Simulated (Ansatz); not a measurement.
BN:
```
BN
1.0
    2.49703     0.00000     0.00000
   -1.24852     2.16249     0.00000
    0.00000     0.00000     6.66180
B N
2 2
Cartesian
  0.00000   0.00000   4.99635
  0.00000   0.00000   1.66545
  1.24852   0.72083   1.66545
  0.00000   1.44166   4.99635
```

Relaxed with r²SCAN+D4. Special points in fractions of this cell's reciprocal vectors: Γ (0.000, 0.000, 0.000); M (0.500, 0.000, 0.000); K (0.333, 0.333, 0.000); A (0.000, 0.000, 0.500); L (0.500, 0.000, 0.500); H (0.333, 0.333, 0.500).

Q: List the band energies nearest the valence-band maximum at these points for DFT-r²SCAN+D4 in the program Ansatz with PAW potentials.

A: In eV from the valence-band maximum; about four levels below and three above (degenerate sets whole), none deeper than 8.9 eV; … stands for higher levels left out; points with the same levels are listed once.

```tsv
k	below	above
Γ	-1.34 -1.34 -1.33 -1.33	5.57 10.96 12.48 12.48
M	-4.31 -4.24 -1.06 -0.94	4.88 6.34 10.08
K	-7.63 -7.36 -0.03 -0.03	4.22 6.66 13.14
A	-1.34 -1.34 -1.34 -1.34	8.04 8.04 …
L	-4.27 -4.27 -0.93 -0.93	5.24 5.24 10.81 10.81
H	-7.50 -7.50 -0.01 -0.01	5.24 5.24 12.74 12.74
```

Space group P6_3/mmc. The workflow started from a Materials Project entry (that database holds measured and hypothetical structures alike). Its sites differ from those of the usual phase in this space group: another stacking or structure type. The cell was relaxed with r²SCAN+D4 under the symmetry of its start; phonons on a q-mesh show no instability.

Potentials: the earlier of the program's two PAW sets.
